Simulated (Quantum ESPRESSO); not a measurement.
AlLi6Cu, a guest atom moved from site to site

Computed values, not a measurement. The program is pw.x of Quantum ESPRESSO 7.5 (plane-wave density functional theory). The cell is made up: eight metal atoms on a hexagonal close-packed lattice, with elements, volume, strain and displacements drawn at random and not relaxed, so it may be unstable or far from any real phase. PseudoDojo standard norm-conserving files set the functional (PBE unless stated); there is no spin polarisation or spin-orbit coupling, the Fermi-Dirac width of 0.25 eV means electrons at about 2900 K, and the masses in the input are unused placeholders. The copper pseudopotential is less sure than most, with forces differing by about three percent and pressure by about two GPa from a second method on plain copper.

The runs move one Al atom among sites that otherwise hold Li. Cell, positions, cutoff, mesh and smearing stay as in the input of run 1; sites are counted in its order. Stress in the tables is positive in tension.

Input of run 1:

```
&control calculation='scf', pseudo_dir='./dojo.nc.sr.pbe.v0_5.standard.upf', outdir='./o', disk_io='minimal', tprnfor=.true., tstress=.true. /
&system ibrav=0, nat=8, ntyp=3, nbnd=28, ecutwfc=92.02030273, nosym=.true., tot_charge=0,
 occupations='smearing', smearing='fd', degauss=0.0183746611
/
&electrons conv_thr=1.470e-08, electron_maxstep=70, mixing_beta=0.5 /
ATOMIC_SPECIES
Al 1.0 Al.upf
Cu 1.0 Cu.upf
Li 1.0 Li.upf
CELL_PARAMETERS angstrom
2.897 0.0059 -0.0506
1.5274 -2.5278 -4.7642
1.5476 7.3822 -4.6533
ATOMIC_POSITIONS angstrom
Al 0.0157 -0.0299 -0.0242
Li 1.5174 2.3974 -4.6629
Li 1.5966 -0.8148 -2.3397
Cu 2.9835 1.5845 -6.977
Li 3.0736 4.911 -4.6399
Li 2.9667 -0.0676 -4.7733
Li 2.96 1.6408 -2.4775
Li 4.4768 4.0646 -7.0237
K_POINTS automatic
10 5 3 1 1 1
```

```
run  elements on sites 1 to 8  free energy less that of run 1 (eV)  -TS (eV)  pressure (GPa)  stress xx (GPa)  stress yy (GPa)  stress zz (GPa)  stress yz (GPa)  stress xz (GPa)  stress xy (GPa)  iterations
  1   Al Li Li Cu Li Li Li Li                                0.000    -0.627           -0.82             1.61             0.48             0.36             0.31            -0.51            -0.07          19
  2   Li Al Li Cu Li Li Li Li                                0.025    -0.623           -1.01             1.45             0.51             1.07             0.92            -0.36             0.07          15
  3   Li Li Al Cu Li Li Li Li                               -0.028    -0.625           -1.03             1.45             0.80             0.83             0.09            -0.36            -0.03          19
  4   Li Li Li Cu Li Al Li Li                               -0.031    -0.627           -0.99             1.05             1.01             0.91            -0.23            -0.29             0.00          18
  5   Li Li Li Cu Li Li Al Li                               -0.007    -0.631           -0.98             1.54             1.68            -0.28             0.31            -0.38            -0.05          18
```

Forces Fx Fy Fz (eV/Å):

```
site              run 1              run 2              run 3             run 4             run 5
   1     0.06 0.09 0.14     0.02 0.06 0.12     0.09 0.08 0.06    0.02 0.33 0.09   0.02 0.14 -0.02
   2    0.02 0.05 -0.31    0.00 0.00 -0.45    0.01 0.01 -0.30  0.02 -0.12 -0.24  0.00 -0.02 -0.24
   3  -0.16 -0.07 -0.07  -0.08 -0.03 -0.13  -0.20 -0.03 -0.18  -0.11 0.00 -0.36  -0.12 0.16 -0.12
   4    0.07 0.01 -0.06     0.10 0.07 0.12    0.06 0.03 -0.10   0.07 -0.09 0.11  0.06 -0.37 -0.14
   5    -0.09 0.04 0.43   -0.12 -0.37 0.40   -0.09 -0.13 0.32  -0.08 -0.18 0.45  -0.09 -0.20 0.46
   6   0.04 -0.19 -0.20    0.03 0.20 -0.14    0.04 -0.04 0.02   0.07 0.03 -0.30   0.05 0.05 -0.22
   7     0.01 0.37 0.38     0.02 0.42 0.08     0.02 0.21 0.26   -0.02 0.39 0.32    0.04 0.62 0.37
   8   0.05 -0.30 -0.30    0.04 -0.35 0.00   0.06 -0.15 -0.07  0.03 -0.37 -0.07  0.03 -0.38 -0.08
```

The sites are displaced and not relaxed, so the energy differences mix bonding between neighbours with strain and are not ordering energies. A rerun of one cell of this series at a higher cutoff and on a denser mesh moved values by no more than 0.003 eV in energy, 0.20 GPa in stress and 0.007 eV/Å in force, and a second program with other atomic files agreed on that cell to 2 % rms in force and 0.5 GPa in pressure.